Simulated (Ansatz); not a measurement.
The geometry is COD entry 4001362, unchecked; take it as a test cell.

V: DFT, PBE, PAW with Ansatz's default frozen-core files, scalar-relativistic (Ansatz 0.2.0).

The relaxation starts from this cell:

```xyz
1
Lattice="-1.5144 1.5144 1.5144 1.5144 -1.5144 1.5144 1.5144 1.5144 -1.5144" Properties=species:S:1:pos:R:3 pbc="T T T"
V     0.0000    0.0000    0.0000
```

Output:

```
Engine: ansatz 0.2.0
Pseudopotentials: kind: paw
Pseudopotential: V, paw, valence charge 13, recommended cutoff 420 eV (normal)
Functional definition: PBE
  parameter kappa = 0.804
  parameter beta = 0.06672455060314922
  exchange = pbe_x(kappa = kappa, mu = beta*pi^2/3)
  correlation = pbe_c(beta = beta)
Crystal: 1 atoms, lattice volume = 13.891 Å³
Basis set: ecut = 420 eV, 249 PW (Γ), exchange–correlation on 36×36×36 points (8 copies of the dense FFT grid, shifted against one another)
Bands: 12, of which v1, the nominal top of the filled ones, is band 7 counted from 1 (6 counted from 0)
Symmetry: 48 space group operations
Space group: Im-3m (ITA 229), of the structure as read, at distance tolerance 2.4e-5 Å
Magnetic group: BNS 229.140 (UNI 1642), of the structure as read, at distance tolerance 2.4e-5 Å
k-points: 120 of 3375
Non-local potential: V, projectors of the file, l = 0: 3, l = 1: 2, l = 2: 3, l = 3: 1
PAW form: soft (Blöchl's): semilocal exchange-correlation on the pseudo side does not see the compensation charge
PAW one-centre angular grid: V, 590 points (default); XC on 64 Gauss nodes
Initial density: superposition of atomic densities (chi_scale 0.1, normalization cell)
Starting moments: Σ|m| = 1.5 μB on 1 of 1 site
Initial wavefunctions: pseudopotential atomic-orbital guess
Functional: x = pbe(κ = 0.804, μ = 0.2195149727645171), c = pbe(β = 0.06672455060314922)
SCF iter   1: F=—  HF=-2912.685379 eV  |F-HF|=—  |Δ(HF+E_count)|=         —  Δρ=1.05e-1 (↑1.05e-1 ↓2.70e-2)  dr2=1.50e0  dr2_m=3.83e-1  M=0.837 μB ∫|m|=0.837 μB  β_m=0.30  ethr=3.10e-3  ⟨swp⟩=4.1  Hψ=13337  notcnv=0
Mixer restart at iter 1: flushing history
preconditioner: auto → none  [metal: Δε(μ)=0.007 eV  Ē_g=8.903 eV  σ=0.050 eV  W_gap=0.03  n_scr=0 (ndim 8)  ℏωp=22.3 eV  f_vac=0.000  D(μ)=1.21/eV (n_scr^D=12)]
SCF iter   2: F=—  HF=-2911.932976 eV  |F-HF|=—  |Δ(HF+E_count)|=   7.52e-1  Δρ=4.61e-2 (↑4.61e-2 ↓3.14e-2)  dr2=7.58e-2  dr2_m=1.76e-1  M=0.837 μB ∫|m|=0.837 μB  β_m=0.37  ethr=3.10e-3  ⟨swp⟩=3.0  Hψ=7459  notcnv=0  defer=202
SCF iter   3: F=—  HF=-2912.305802 eV  |F-HF|=—  |Δ(HF+E_count)|=         —  Δρ=5.81e-2 (↑5.11e-2 ↓5.81e-2)  dr2=7.27e-3  dr2_m=3.76e-1  M=0.366 μB ∫|m|=0.366 μB  β_m=0.37  ethr=5.83e-4  ⟨swp⟩=2.2  Hψ=4386  notcnv=0  defer=202
Mixer restart at iter 3: flushing history
SCF iter   4: F=—  HF=-2912.348158 eV  |F-HF|=—  |Δ(HF+E_count)|=   4.24e-2  Δρ=4.20e-2 (↑3.58e-2 ↓4.20e-2)  dr2=4.93e-3  dr2_m=1.92e-1  M=0.295 μB ∫|m|=0.295 μB  β_m=0.69  ethr=5.59e-5  ⟨swp⟩=2.9  Hψ=5207  notcnv=0  defer=202
SCF iter   5: F=—  HF=-2912.411107 eV  |F-HF|=—  |Δ(HF+E_count)|=   6.29e-2  Δρ=4.71e-3 (↑4.71e-3 ↓2.54e-3)  dr2=1.18e-3  dr2_m=1.20e-3  M=0.076 μB ∫|m|=0.076 μB  β_m=0.71  ethr=3.79e-5  ⟨swp⟩=2.0  Hψ=5644  notcnv=0  defer=205
SCF iter   6: F=—  HF=-2912.411710 eV  |F-HF|=—  |Δ(HF+E_count)|=   6.03e-4  Δρ=2.55e-3 (↑1.59e-3 ↓2.55e-3)  dr2=6.59e-4  dr2_m=4.04e-4  M=0.044 μB ∫|m|=0.044 μB  β_m=0.67  ethr=9.10e-6  ⟨swp⟩=2.0  Hψ=5969  notcnv=0  defer=228
SCF iter   7: F=—  HF=-2912.411593 eV  |F-HF|=—  |Δ(HF+E_count)|=   1.18e-4  Δρ=1.03e-3 (↑1.03e-3 ↓6.69e-4)  dr2=1.23e-4  dr2_m=6.30e-5  M=0.021 μB ∫|m|=0.021 μB  β_m=0.83  ethr=5.07e-6  ⟨swp⟩=2.3  Hψ=4968  notcnv=0  defer=219
SCF iter   8: F=—  HF=-2912.411832 eV  |F-HF|=—  |Δ(HF+E_count)|=   2.39e-4  Δρ=6.14e-4 (↑6.14e-4 ↓3.15e-4)  dr2=3.99e-5  dr2_m=2.01e-5  M=0.009 μB ∫|m|=0.009 μB  β_m=0.92  ethr=9.44e-7  ⟨swp⟩=2.5  Hψ=3998  notcnv=0  defer=228
SCF iter   9: F=—  HF=-2912.411866 eV  |F-HF|=—  |Δ(HF+E_count)|=   3.37e-5  Δρ=4.68e-5 (↑1.63e-5 ↓4.68e-5)  dr2=4.39e-7  dr2_m=5.02e-8  M=0.000 μB ∫|m|=0.000 μB  β_m=0.96  ethr=3.07e-7  ⟨swp⟩=2.5  Hψ=4323  notcnv=0  defer=228
SCF iter  10: F=—  HF=-2912.411866 eV  |F-HF|=—  |Δ(HF+E_count)|=   4.32e-7  Δρ=5.22e-6 (↑5.22e-6 ↓2.78e-6)  dr2=7.53e-9  dr2_m=4.09e-10  M=0.000 μB ∫|m|=0.000 μB  β_m=0.97  ethr=3.38e-9  ⟨swp⟩=2.8  Hψ=4479  notcnv=0  defer=228
SCF iter  11: F=—  HF=-2912.411866 eV  |F-HF|=—  |Δ(HF+E_count)|=   4.42e-9  Δρ=7.91e-7 (↑7.91e-7 ↓4.90e-7)  dr2=2.02e-10  dr2_m=5.59e-12  M=-0.000 μB ∫|m|=0.000 μB  β_m=0.99  ethr=5.80e-11  ⟨swp⟩=2.7  Hψ=4225  notcnv=0  defer=228
SCF iter  12: F=-2912.411866 eV  HF=-2912.411866 eV  |F-HF|=4.55e-13  |Δ(HF+E_count)|=  9.91e-11  Δρ=4.51e-8 (↑3.23e-8 ↓4.51e-8)  dr2=4.19e-14  dr2_m=1.78e-13  M=-0.000 μB ∫|m|=0.000 μB  ethr=1.56e-12  ⟨swp⟩=1.0  Hψ=8152  notcnv=0
WARN: the starting moments were not kept: the SCF closed with an absolute magnetisation of 1.2e-6 μB, where they sum to 1.5 μB in size (1 site). That is at most 0.1 of that sum. Measured as dr2_m measures the in/out step, that magnetisation stands 6.7e-13 eV from none, at or under the dr2_threshold of 1.0e-7 eV: it is no larger than a step whose dr2_m would equal this threshold. The system may hold no moment; this SCF shows only that its start led to no more than that. To try another start: raise the starting moments (crystal.atoms[].spin, magnetization.per_species, magnetization.initial_magnetization, or on a non-collinear deck that types none of these the spinor_matrix: blocks that start its atoms; where the total moment is fixed, keep their sum and leave initial_magnetization as it is; typed ones take the place of any that the run laid by itself, positive ones on a crystal's lanthanoids without a Hubbard term where scf.initial_density.shell_occupations: [] is typed) or, if the notice of its spin-set hold's release reads "site moments contracting" or "site moments show no strong build", lengthen the hold (scf.mixing.spin_hold: { on: { confirm: 4 } }; for m-r²SCAN on two components see the key's manual first). Each may lead to a state that holds a moment. A second SCF, from the converged charge density, with the starting moments and any scf.initial_density.shell_occupations laid on it anew, would have followed, and was not run: the deck does not ask for one (magnetization.retry_lost_moments is false, the default). To let it run, set magnetization.retry_lost_moments: true and run the deck again, where that key's refused combinations let it; where memory then withholds it, that run's warning says so.
SCF 1 converged in 12 iterations: F = -2912.411866 eV  dr2 = 4.19e-14
  greatest PAW one-centre occupation: 1.000 electrons in one spin orbital (limit 2), on the V atom at site 0 (counted from 0), in its partial waves of l = 0
relax step   1: F+E_penalty+E_count = -2912.41186604 eV  Δ(F+E_penalty+E_count) = +0.000e0 eV  max|allowed force component| = 0.000e0 eV/Å  Δτ_max = 0.0000 Å  P = -5.569 GPa  Ω = 13.891 Å³  (12 SCF iters, dr2 threshold 1.00e-7 eV, accepted)
Crystal: 1 atoms, lattice volume = 13.377 Å³
Initial density: handed on by an earlier stage of this run
Starting moments: Σ|m| = 1.5 μB on 1 of 1 site; this step starts from the density that it was given
Initial wavefunctions: those handed on with the density
iter 1 solved again at ethr=2.81e-5 eV; its pass at ethr=3.10e-3 eV (dr2=3.66e-3 eV) is discarded
SCF iter   1: F=—  HF=-2912.418393 eV  |F-HF|=—  |Δ(HF+E_count)|=         —  Δρ=3.64e-3 (↑3.64e-3 ↓2.61e-3)  dr2=3.48e-3  dr2_m=4.02e-4  M=0.033 μB ∫|m|=0.033 μB  β_m=0.30  ethr=2.81e-5  ⟨swp⟩=1.0  Hψ=18502  notcnv=0
preconditioner: auto → none  [metal: Δε(μ)=0.017 eV  Ē_g=8.630 eV  σ=0.050 eV  W_gap=0.09  n_scr=0 (ndim 8)  ℏωp=22.7 eV  f_vac=0.000  D(μ)=1.50/eV (n_scr^D=18)]
SCF iter   2: F=—  HF=-2912.417053 eV  |F-HF|=—  |Δ(HF+E_count)|=   1.34e-3  Δρ=1.95e-3 (↑1.95e-3 ↓1.24e-3)  dr2=1.03e-4  dr2_m=2.79e-4  M=0.026 μB ∫|m|=0.026 μB  β_m=0.33  ethr=2.68e-5  ⟨swp⟩=2.5  Hψ=4617  notcnv=0
SCF iter   3: F=—  HF=-2912.418241 eV  |F-HF|=—  |Δ(HF+E_count)|=   1.19e-3  Δρ=1.43e-3 (↑1.27e-3 ↓1.43e-3)  dr2=6.24e-5  dr2_m=1.90e-4  M=0.019 μB ∫|m|=0.019 μB  β_m=0.67  ethr=7.95e-7  ⟨swp⟩=1.9  Hψ=3929  notcnv=0
SCF iter   4: F=—  HF=-2912.419561 eV  |F-HF|=—  |Δ(HF+E_count)|=   1.32e-3  Δρ=1.01e-3 (↑5.90e-4 ↓1.01e-3)  dr2=9.49e-5  dr2_m=4.99e-5  M=0.010 μB ∫|m|=0.010 μB  β_m=0.83  ethr=4.80e-7  ⟨swp⟩=2.0  Hψ=3811  notcnv=0
SCF iter   5: F=—  HF=-2912.419879 eV  |F-HF|=—  |Δ(HF+E_count)|=   3.18e-4  Δρ=2.00e-4 (↑1.47e-4 ↓2.00e-4)  dr2=8.08e-7  dr2_m=3.45e-6  M=0.003 μB ∫|m|=0.003 μB  β_m=0.92  ethr=4.80e-7  ⟨swp⟩=2.0  Hψ=4295  notcnv=0
SCF iter   6: F=—  HF=-2912.419892 eV  |F-HF|=—  |Δ(HF+E_count)|=   1.26e-5  Δρ=2.61e-5 (↑2.61e-5 ↓2.20e-5)  dr2=1.17e-8  dr2_m=6.69e-8  M=0.000 μB ∫|m|=0.000 μB  β_m=0.96  ethr=6.21e-9  ⟨swp⟩=2.0  Hψ=4378  notcnv=0
iter 7 did not close the SCF: its close was put off for a magnetic moment that had not settled (scf_convergence_deferred on its scf_iter line)
SCF iter   7: F=-2912.419892 eV  HF=-2912.419892 eV  |F-HF|=6.23e-11  |Δ(HF+E_count)|=   1.41e-7  Δρ=8.57e-7 (↑8.57e-7 ↓7.35e-7)  dr2=2.81e-11  dr2_m=5.72e-11  M=0.000 μB ∫|m|=0.000 μB  β_m=0.94  ethr=9.03e-11  ⟨swp⟩=1.0  Hψ=8274  notcnv=0
SCF iter   8: F=-2912.419892 eV  HF=-2912.419892 eV  |F-HF|=3.64e-12  |Δ(HF+E_count)|=  8.14e-11  Δρ=2.15e-7 (↑7.65e-8 ↓2.15e-7)  dr2=5.23e-12  dr2_m=1.57e-12  M=0.000 μB ∫|m|=0.000 μB  ethr=1.00e-12  ⟨swp⟩=1.0  Hψ=8179  notcnv=0
the starting moments were not kept: the SCF closed with an absolute magnetisation of 1.6e-6 μB, where they sum to 1.5 μB in size (1 site). That is at most 0.1 of that sum. Measured as dr2_m measures the in/out step, that magnetisation stands 1.8e-12 eV from none, at or under the dr2_threshold of 1.0e-7 eV: it is no larger than a step whose dr2_m would equal this threshold.
SCF 2 converged in 8 iterations: F = -2912.419892 eV  dr2 = 5.23e-12
relax step   2: F+E_penalty+E_count = -2912.41989197 eV  Δ(F+E_penalty+E_count) = -8.026e-3 eV  max|allowed force component| = 0.000e0 eV/Å  Δτ_max = 0.0000 Å  P = +0.948 GPa  Ω = 13.377 Å³  energy of the carried Pulay correction = +2.739e-4 eV  (8 SCF iters, dr2 threshold 1.00e-7 eV, accepted)
Crystal: 1 atoms, lattice volume = 13.449 Å³
iter 1 solved again at ethr=1.10e-6 eV; its pass at ethr=3.10e-3 eV (dr2=1.43e-4 eV) is discarded
SCF iter   1: F=—  HF=-2912.419982 eV  |F-HF|=—  |Δ(HF+E_count)|=         —  Δρ=6.70e-4 (↑6.70e-4 ↓5.20e-4)  dr2=1.50e-4  dr2_m=8.59e-6  M=-0.005 μB ∫|m|=0.005 μB  β_m=0.65  ethr=1.10e-6  ⟨swp⟩=1.0  Hψ=16968  notcnv=0
preconditioner: auto → none  [metal: Δε(μ)=0.030 eV  Ē_g=8.579 eV  σ=0.050 eV  W_gap=0.15  n_scr=0 (ndim 8)  ℏωp=22.6 eV  f_vac=0.000  D(μ)=1.44/eV (n_scr^D=18)]
SCF iter   2: F=—  HF=-2912.419948 eV  |F-HF|=—  |Δ(HF+E_count)|=   3.47e-5  Δρ=5.56e-4 (↑3.77e-4 ↓5.56e-4)  dr2=6.77e-5  dr2_m=4.44e-6  M=-0.003 μB ∫|m|=0.003 μB  β_m=0.35  ethr=1.10e-6  ⟨swp⟩=2.2  Hψ=4385  notcnv=0
SCF iter   3: F=—  HF=-2912.419954 eV  |F-HF|=—  |Δ(HF+E_count)|=   6.43e-6  Δρ=2.09e-4 (↑1.87e-4 ↓2.09e-4)  dr2=1.89e-6  dr2_m=3.72e-6  M=-0.003 μB ∫|m|=0.003 μB  β_m=0.68  ethr=5.20e-7  ⟨swp⟩=2.9  Hψ=4491  notcnv=0
SCF iter   4: F=—  HF=-2912.420030 eV  |F-HF|=—  |Δ(HF+E_count)|=   7.64e-5  Δρ=1.70e-4 (↑5.97e-5 ↓1.70e-4)  dr2=4.22e-6  dr2_m=9.70e-7  M=-0.001 μB ∫|m|=0.001 μB  β_m=0.84  ethr=1.45e-8  ⟨swp⟩=2.0  Hψ=4363  notcnv=0
SCF iter   5: F=—  HF=-2912.420054 eV  |F-HF|=—  |Δ(HF+E_count)|=   2.39e-5  Δρ=1.97e-5 (↑1.39e-5 ↓1.97e-5)  dr2=1.33e-7  dr2_m=4.03e-9  M=-0.000 μB ∫|m|=0.000 μB  β_m=0.92  ethr=1.45e-8  ⟨swp⟩=2.0  Hψ=4496  notcnv=0
SCF iter   6: F=—  HF=-2912.420055 eV  |F-HF|=—  |Δ(HF+E_count)|=   9.01e-7  Δρ=1.52e-5 (↑9.38e-6 ↓1.52e-5)  dr2=7.12e-8  dr2_m=2.02e-9  M=-0.000 μB ∫|m|=0.000 μB  β_m=0.96  ethr=1.02e-9  ⟨swp⟩=2.8  Hψ=4346  notcnv=0
iter 7 did not close the SCF: its close was put off for a magnetic moment that had not settled (scf_convergence_deferred on its scf_iter line)
SCF iter   7: F=-2912.420055 eV  HF=-2912.420055 eV  |F-HF|=1.31e-9  |Δ(HF+E_count)|=   2.38e-7  Δρ=2.10e-6 (↑1.68e-6 ↓2.10e-6)  dr2=1.74e-9  dr2_m=2.20e-11  M=0.000 μB ∫|m|=0.000 μB  β_m=0.98  ethr=5.47e-10  ⟨swp⟩=1.2  Hψ=8356  notcnv=0
SCF iter   8: F=-2912.420055 eV  HF=-2912.420055 eV  |F-HF|=5.46e-12  |Δ(HF+E_count)|=  4.27e-10  Δρ=2.64e-7 (↑2.64e-7 ↓1.14e-7)  dr2=8.30e-12  dr2_m=2.95e-12  M=0.000 μB ∫|m|=0.000 μB  ethr=1.34e-11  ⟨swp⟩=1.0  Hψ=7634  notcnv=0
the starting moments were not kept: the SCF closed with an absolute magnetisation of 4.4e-6 μB, where they sum to 1.5 μB in size (1 site). That is at most 0.1 of that sum. Measured as dr2_m measures the in/out step, that magnetisation stands 1.0e-11 eV from none, at or under the dr2_threshold of 1.0e-7 eV: it is no larger than a step whose dr2_m would equal this threshold.
SCF 3 converged in 8 iterations: F = -2912.420055 eV  dr2 = 8.30e-12
relax step   3: F+E_penalty+E_count = -2912.42005540 eV  Δ(F+E_penalty+E_count) = -1.634e-4 eV  max|allowed force component| = 0.000e0 eV/Å  Δτ_max = 0.0000 Å  P = -0.047 GPa  Ω = 13.449 Å³  energy of the carried Pulay correction = +2.347e-4 eV  (8 SCF iters, dr2 threshold 1.00e-7 eV, accepted)
Initial wavefunctions: pseudopotential atomic-orbital guess (no wavefunctions were taken with the density)
iter 1 solved again at ethr=1.72e-8 eV; its pass at ethr=3.10e-3 eV (dr2=2.23e-6 eV) is discarded
SCF iter   1: F=—  HF=-2912.419824 eV  |F-HF|=—  |Δ(HF+E_count)|=         —  Δρ=3.81e-5 (↑3.81e-5 ↓3.80e-5)  dr2=2.63e-7  dr2_m=7.74e-12  M=0.000 μB ∫|m|=0.000 μB  β_m=0.65  ethr=1.72e-8  ⟨swp⟩=2.0  Hψ=20252  notcnv=0
preconditioner: auto → none  [metal: Δε(μ)=0.038 eV  Ē_g=8.581 eV  σ=0.050 eV  W_gap=0.19  n_scr=0 (ndim 8)  ℏωp=22.6 eV  f_vac=0.000  D(μ)=1.46/eV (n_scr^D=18)]
SCF iter   2: F=—  HF=-2912.419823 eV  |F-HF|=—  |Δ(HF+E_count)|=   1.57e-6  Δρ=1.31e-5 (↑1.30e-5 ↓1.31e-5)  dr2=1.76e-8  dr2_m=2.80e-12  M=0.000 μB ∫|m|=0.000 μB  β_m=0.53  ethr=2.03e-9  ⟨swp⟩=1.7  Hψ=3201  notcnv=0
SCF iter   3: F=—  HF=-2912.419823 eV  |F-HF|=—  |Δ(HF+E_count)|=   1.18e-7  Δρ=5.26e-6 (↑5.26e-6 ↓5.26e-6)  dr2=2.81e-9  dr2_m=1.28e-12  M=0.000 μB ∫|m|=0.000 μB  β_m=0.59  ethr=1.35e-10  ⟨swp⟩=2.0  Hψ=4476  notcnv=0
SCF iter   4: F=—  HF=-2912.419823 eV  |F-HF|=—  |Δ(HF+E_count)|=   6.89e-8  Δρ=3.24e-6 (↑3.18e-6 ↓3.24e-6)  dr2=4.64e-9  dr2_m=4.76e-13  M=0.000 μB ∫|m|=0.000 μB  β_m=0.79  ethr=2.16e-11  ⟨swp⟩=2.6  Hψ=4313  notcnv=0
SCF iter   5: F=—  HF=-2912.419823 eV  |F-HF|=—  |Δ(HF+E_count)|=   5.14e-8  Δρ=7.84e-7 (↑7.69e-7 ↓7.84e-7)  dr2=2.98e-10  dr2_m=1.26e-14  M=0.000 μB ∫|m|=0.000 μB  β_m=0.90  ethr=2.16e-11  ⟨swp⟩=2.0  Hψ=4496  notcnv=0
SCF iter   6: F=—  HF=-2912.419823 eV  |F-HF|=—  |Δ(HF+E_count)|=   1.93e-9  Δρ=2.48e-7 (↑2.46e-7 ↓2.48e-7)  dr2=3.04e-11  dr2_m=2.09e-16  M=0.000 μB ∫|m|=0.000 μB  β_m=0.95  ethr=2.29e-12  ⟨swp⟩=2.1  Hψ=4335  notcnv=0
SCF iter   7: F=—  HF=-2912.419823 eV  |F-HF|=—  |Δ(HF+E_count)|=  1.18e-10  Δρ=2.45e-8 (↑2.37e-8 ↓2.45e-8)  dr2=2.90e-13  dr2_m=4.54e-17  M=-0.000 μB ∫|m|=0.000 μB  β_m=0.97  ethr=1.00e-12  ⟨swp⟩=2.8  Hψ=4429  notcnv=0
SCF iter   8: F=-2912.419823 eV  HF=-2912.419823 eV  |F-HF|=0.00e0  |Δ(HF+E_count)|=    0.00e0  Δρ=3.70e-9 (↑3.44e-9 ↓3.70e-9)  dr2=6.57e-15  dr2_m=4.66e-18  M=-0.000 μB ∫|m|=0.000 μB  ethr=1.00e-12  ⟨swp⟩=2.2  Hψ=8305  notcnv=0
the starting moments were not kept: the SCF closed with an absolute magnetisation of 5.4e-9 μB, where they sum to 1.5 μB in size (1 site). That is at most 0.1 of that sum. Measured as dr2_m measures the in/out step, that magnetisation stands 1.5e-17 eV from none, at or under the dr2_threshold of 1.0e-11 eV: it is no larger than a step whose dr2_m would equal this threshold.
SCF 4 converged in 8 iterations: F = -2912.419823 eV  dr2 = 6.57e-15
relax step   4: F+E_penalty+E_count = -2912.41982316 eV  Δ(F+E_penalty+E_count) = +2.322e-4 eV  max|allowed force component| = 0.000e0 eV/Å  Δτ_max = 0.0000 Å  P = -0.042 GPa  Ω = 13.449 Å³  stress off target by 4.19e-2 GPa  SCF on the basis re-selected at this cell (its energy is not comparable with the rows above)  (8 SCF iters)
basis re-selected at this cell: Δ(F+E_penalty+E_count) = +2.322e-4 eV, ΔP = +0.005 GPa vs the last step (what re-selecting the basis moved, of the pressure what is left beyond the Pulay correction that the steps carried, after the strain that the cell walked since its last selection, with what the two solves' SCF thresholds leave and, on support functions, any second-order correction that the steps lacked; it is no measure of the basis error at this ecutwfc). This SCF's stress stands 4.19e-2 GPa from its target on what of the cell is left free (relax.cell.stress_tol is 5.00e-2 GPa) and its largest allowed force component is 0.00e0 eV/Å (relax.f_tol is 5.00e-3 eV/Å): within both
SCF converged after 8 iterations
Magnetization: -0.0000 μB (6.5000 up, 6.5000 down)
Absolute magnetization: 0.0000 μB (∫|ρ↑−ρ↓|, with the PAW one-centre terms)
Spin contamination: 0.0000 ħ² per cell (⟨S²⟩ above its minimum at these occupations)
Per-site moments (μB) at R_I (Å): [(-4.2668654001370146e-9, 1.0703601163045435)]
Free energy (F): -2912.419823 eV
Harris-Foulkes:  -2912.419823 eV  (|F-HF|=0.00e0)
Internal energy: -2912.407155 eV  (E = F + TS)
E sigma→0 (E₀):  -2912.413489 eV
Entropy (-TS):   -0.012669 eV (-12.669 meV/atom)
Fermi energy:    16.572183 eV
--- Per-component energies (eV) ---
  E_band       = -143.970482
  E_kinetic    = 336.513023
  E_local      = -892.703146  (includes V_loc(G=0)·N_el)
  E_nonlocal   = -45.593562
  E_hartree    = 410.542454
  E_xc         = -130.541362
  E_vxc        = -165.502906  (∫ρ·V_xc dr)
  E_paw        = -1112.731479  (= ΣΔE_a)
  E_vpaw       = -197.769056  (= ΣTr[D̂ρ^β])
  E_aug_tail   = 0.000253  (compensation charges beyond the density's cutoff)
  E_ewald      = -1477.893336
  E_smearing   = -0.012669  (= −TS)
  E_closure    = -0.000000  (closes the sum)
  Σ components = -2912.419823   (vs F -2912.419823, Δ=0.00e0)
--- Forces (eV/Å), atoms counted from 1 ---
  atom   1  V     -0.00000000    -0.00000000    -0.00000000
  max |Σ_I F_I| component: 8.22e-33 eV/Å
--- Stress (GPa, compression-positive) ---
       -0.041946      -0.000000      -0.000000
       -0.000000      -0.041946       0.000000
        0.000000      -0.000000      -0.041946
  P = ⅓ Tr σ = -0.0419 GPa (-0.419 kbar)
--- PAW observables at the nuclei: V_zz in 10²¹ V/m², potentials from the cell's mean, atoms counted from 1 ---
  atom   1  V  V_zz =    -0.000000   η = 0.0000   by run symmetry: forbidden
            electrostatic potential = -2697.915556 V   contact ρ = 66012.013410 e/Å³   contact ρ_s (e/Å³): all electrons -0.000000, valence -0.000000
--- Relaxed structure (3 steps of the walk, 3 accepted, 1 SCFs on fresh bases) ---
  F+E_penalty+E_count = -2912.41982316 eV   max|allowed force component| = 0.000e0 eV/Å   (the final SCF, on the basis selected at the relaxed cell)
  cell:  # Å, volume = 13.4492 Å³
    - [-1.4981156394624664, 1.4981156394624664, 1.4981156394624664]
    - [1.4981156394624664, -1.4981156394624664, 1.4981156394624664]
    - [1.4981156394624664, 1.4981156394624664, -1.4981156394624664]
  atoms:
    - { symbol: V, position: [0.0, 0.0, 0.0] }
```
